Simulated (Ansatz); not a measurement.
# Ba5LiNb4O15: 137Ba nuclear quadrupole resonance

Cell: a structure deposited in the COD, ions relaxed with PBE at fixed cell.

```cif
data_Ba5LiNb4O15
_symmetry_space_group_name_H-M 'R-3m:H'
_symmetry_Int_Tables_number 166
_cell_length_a 5.8012
_cell_length_b 5.8012
_cell_length_c 35.6750
_cell_angle_alpha 90.000
_cell_angle_beta 90.000
_cell_angle_gamma 120.000
loop_
_atom_site_label
_atom_site_type_symbol
_atom_site_symmetry_multiplicity
_atom_site_Wyckoff_symbol
_atom_site_fract_x
_atom_site_fract_y
_atom_site_fract_z
Ba1 Ba 6 c 0.0000 0.0000 0.6977
Ba3 Ba 6 c 0.0000 0.0000 0.0964
Ba5 Ba 3 b 0.0000 0.0000 0.5000
Li Li 3 a 0.0000 0.0000 0.0000
Nb7 Nb 6 c 0.0000 0.0000 0.3977
Nb9 Nb 6 c 0.0000 0.0000 0.8002
O11 O 18 h 0.8395 0.6791 0.3699
O17 O 18 h 0.1681 0.8319 0.4355
O23 O 9 d 0.8333 0.6667 0.1667
```

One atom of each set is listed; the run and its k-mesh use a cell of 25 atoms with edges of 12.35, 12.35, 12.35 Å.

Level of theory: DFT, PBE, plane waves and PAW, scalar-relativistic, 420 eV cutoff, Γ-centred 7×7×7 k-points, Fermi–Dirac smearing 0.05 eV (Ansatz 0.2.0).

137Ba: I = 3/2, Q = 236.0 mb (year-2017 value). Static lattice, zero field.

Sites with a gradient: Ba1 (2 atoms; 12 O at 2.90–3.03 Å); Ba3 (2 atoms; 12 O at 2.75–3.01 Å); Ba5 (1 atom; 12 O at 2.86–2.90 Å).

Q: The simulated spectrum has lines at 4.46, 7.36, 8.46 MHz. Sort them into the sets that belong together, and say which site each set most likely comes from.

A: For I = 3/2 there is one line, ν = (|C_Q|/2)(1 + η²/3)^½. Ba1: 8.46 MHz (|C_Q| = 16.9 MHz, η = 0.00). Ba3: 4.46 MHz (|C_Q| = 8.92 MHz, η = 0.00). Ba5: 7.36 MHz (|C_Q| = 14.7 MHz, η = 0.00).

The sites follow from the calculation. An axis of threefold or higher order runs through Ba3, Ba5 and Ba1, so V_zz lies along it and η is zero.

The run finds no gap above 0.1 eV (a metal, or nearly one), so the gradients can move by 10 % or more with the k-mesh. Without spin–orbit coupling (the program notes it for Ba) the gradients can shift somewhat, as the gap is small. Semilocal functionals can leave a metal where correlation in the d or f shell opens a gap in the real compound, and that would change the values at and beside Nb.

The relaxation (7 steps) took 12 min of wall time (24 min of CPU time) and 1.9 GiB at its peak, on 2 threads of Arm Neoverse N1 (aarch64; 56 cores open to the job, memory cap 5.0 GiB, no GPU), a shared host with a load of 0.9 a core.
